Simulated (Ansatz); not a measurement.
A geometry of Bi away from equilibrium: the start of the relaxation of a randomly generated symmetric cell of Bi (space group No. 80). Level of theory: r2SCAN (plane waves to 500 eV, PAW, scalar-relativistic; Ansatz, an electronic-structure program). Γ-centred k-mesh 7×7×7 on the run's cell (coarser than for final values), Fermi–Dirac smearing 0.05 eV.

```xyz
4
Lattice="-3.4098 3.4098 3.0592 3.4098 -3.4098 3.0592 3.4098 3.4098 -3.0592" Properties=species:S:1:pos:R:3 pbc="T T T"
Bi     3.6281    -1.4205     2.6987
Bi     3.1914     1.4205     2.6987
Bi     1.4205     0.2183     4.2283
Bi     1.9892     3.1914     1.1690
```

Q: Give the Cartesian forces on all atoms (eV/Å).

A: 
| atom | Fx | Fy | Fz |
|---|---|---|---|
| Bi1 | -3.09 | -0.45 | 0.00 |
| Bi2 | 3.09 | 0.45 | 0.00 |
| Bi3 | 0.45 | -3.09 | 0.00 |
| Bi4 | -0.45 | 3.09 | 0.00 |

Q: What is the pressure?

A: +24.7 GPa, compression positive.

No spin polarisation in the result.

The run could not lose the symmetry of its start, so the end can be a saddle point.

The end of the path is a generated cell of Bi: the first start was made by a random draw of sites in a space group, and the end was not matched to a known phase here, so it may be hypothetical. Known forms of Bi include space group No. 166.
